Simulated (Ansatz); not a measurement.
## AuCu3-type EuOs₃

Method: PBE, scalar-relativistic; collinear spin; PAW, 420 eV, 8×8×8 k-mesh, Gaussian smearing of 0.05 eV; code Ansatz. The datasets are Ansatz's generated set soft_2.

```yaml
crystal:
  lattice:
    - [4.06343, 0.00000, 0.00000]
    - [0.00000, 4.06343, 0.00000]
    - [0.00000, 0.00000, 4.06343]
  atoms:
    - { symbol: Eu, position: [0.00000, 0.00000, 0.00000] }
    - { symbol: Os, position: [0.00000, 0.50000, 0.50000] }
    - { symbol: Os, position: [0.50000, 0.50000, 0.00000] }
    - { symbol: Os, position: [0.50000, 0.00000, 0.50000] }
```

The cell came from substitution into a structure type; no database entry of this phase was matched, which doesn't show that none exists.

Magnetic state: ferromagnetic, site spin moments Eu 6.12; Os -0.28 μB.

The cell is relaxed to zero pressure at this level.

The cell has space group Pm-3m (read at 0.01 Å). In it the stress is -0.01, -0.01, -0.01, 0.00, 0.00, 0.00 GPa and the largest force component 0.000 eV/Å. Each change below starts from this cell, without further relaxation. Stress is in GPa, positive in compression, in the order xx, yy, zz, yz, xz, xy; energies are counted from the cell above and are free energies with the smearing's entropy, which match forces and stress in a metal.

Question: One atom was moved along a Cartesian axis, and these forces appeared. Which atom, and about how far?
| atom | Fx (eV/Å) | Fy | Fz |
| --- | --- | --- | --- |
| Eu1 | 0.000 | 0.000 | 0.153 |
| Os2 | 0.000 | 0.000 | -0.037 |
| Os3 | 0.000 | 0.000 | 0.024 |
| Os4 | 0.000 | 0.000 | -0.140 |

Answer: Atom 4 (Os) is moved by 0.02 Å along z; the energy changes by 1.4 meV per cell.

Question: What happens when atom 2 (Os) is moved by 0.05 Å along y?

Answer: The energy changes by 8.7 meV per cell, and the force on it along the shift is -0.344 eV/Å (−F/u = 6.88 eV/Å²). Stress: 0.06, 0.07, 0.17, 0.00, 0.00, 0.00.
| atom | Fx (eV/Å) | Fy | Fz |
| --- | --- | --- | --- |
| Eu1 | 0.000 | 0.380 | 0.000 |
| Os2 | 0.000 | -0.344 | 0.000 |
| Os3 | 0.000 | -0.091 | 0.000 |
| Os4 | 0.000 | 0.055 | 0.000 |
In a harmonic crystal the energy would rise by −½F·u = ½ × 6.88 × 0.05² eV = 8.6 meV, which matches.

Question: What stress follows from an engineering strain of 1 % in xy, atoms carried along?

Answer: 0.01, 0.01, 0.03, 0.00, 0.00, -0.90 GPa; the energy changes by 1.9 meV per cell.
The change of the stress over the strain gives a clamped-atom stiffness of about 90 GPa for this component.
In a harmonic crystal the energy would rise by V(½Cε² − σ₀ε), with σ₀ the stress of the unstrained cell, = 1.9 meV, which matches.

Question: What stress follows from an engineering strain of -2 % in yz, atoms carried along?

Answer: 0.13, 0.06, 0.06, 1.84, 0.00, 0.00 GPa; the energy changes by 7.6 meV per cell.
The change of the stress over the strain gives a clamped-atom stiffness of about 92 GPa for this component.
In a harmonic crystal the energy would rise by V(½Cε² − σ₀ε), with σ₀ the stress of the unstrained cell, = 7.7 meV, which matches.

Question: All atoms and the cell are disturbed at random:
```
CELL_PARAMETERS angstrom
4.02254 0.00407 -0.02949
0.00407 4.04045 -0.03347
-0.02949 -0.03347 4.04603
ATOMIC_POSITIONS crystal
Eu 0.02054 0.04136 0.00471
Os 0.98288 0.51118 0.52487
Os 0.46627 0.44185 0.02257
Os 0.53032 0.00561 0.44784
```
Give the energy change, the stress and the forces.

Answer: 1181.2 meV per cell; stress 19.35, 12.80, 11.73, -3.99, 1.81, 4.74 GPa. Spin moments: Eu 5.97; Os -0.26, -0.22 μB.
```
atom  Fx (eV/Å)      Fy      Fz
 Eu1     -1.789  -3.858  -1.299
 Os2     -0.005   1.201  -0.447
 Os3      1.954   3.878  -0.768
 Os4     -0.160  -1.220   2.514
```

Without a U the 4f levels of Eu lie too near the Fermi level, so their share of the states there, and what hangs on it, is overstated. Spin–orbit coupling, which matters for such heavy elements, is left out. The run wasn't fully tested for a lower electronic state. Site moments are of spin, integrated over atomic spheres. The moments were started parallel, and the real magnetic order may be another.
